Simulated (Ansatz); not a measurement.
Relaxed-ion elastic tensor of Al2O3 (corundum, R-3c) in GPa (Voigt order), r²SCAN in the plane-wave PAW code Ansatz; density 3.99 g/cm³, 8.50 Å³ per atom.

```
      1      2    3      4     5     6
-  ----  -----  ---  -----  ----  ----
1   500    163  119   21.7   0.0   0.0
2   163    500  119  -21.7   0.0   0.0
3   119    119  505    0.0   0.0   0.0
4  21.7  -21.7  0.0    150   0.0   0.0
5   0.0    0.0  0.0    0.0   150  21.7
6   0.0    0.0  0.0    0.0  21.7   168
```

Problem. Is the crystal mechanically stable?

Solution. Yes: the smallest eigenvalue of C is 136 GPa.

Problem. Work out the Voigt, Reuss and Hill averages.

Solution. K_V = 256, K_R = 256, K_H = 256; G_V = 167, G_R = 163, G_H = 165 GPa.

Problem. Give Young's modulus, Poisson's ratio, Pugh's ratio and the universal anisotropy index.

Solution. E = 9KG/(3K + G) = 408 GPa; ν = 0.24; K/G = 1.55 (brittle by the Pugh limit of 1.75); A_U = 5G_V/G_R + K_V/K_R − 6 = 0.14.

Problem. Estimate the sound speeds and the Debye temperature.

Solution. v_l = √((K + 4G/3)/ρ) = 10900 m/s, v_t = √(G/ρ) = 6430 m/s, mean 7130 m/s; Θ = (h/k)(3n/4πV)^(1/3) v_m = 1040 K.

Problem. Solve the Christoffel equation for the three sound speeds along x, y, z.

Solution. Eigenvalues of C_ijkl n_j n_l equal ρv². In km/s, slowest first: x 5.83, 6.77, 11.20; y 6.11, 6.50, 11.21; z 6.13, 6.13, 11.25.

Problem. How much does each axis shrink under pressure?

Solution. Linear compressibilities β_i = Σ_j S_ij (j = 1 to 3): x 1.3, y 1.3, z 1.4 per TPa.

Symmetry was held in the r²SCAN relaxation; phonons on a q-mesh show no instability.

Potentials: the later of the program's two PAW sets.
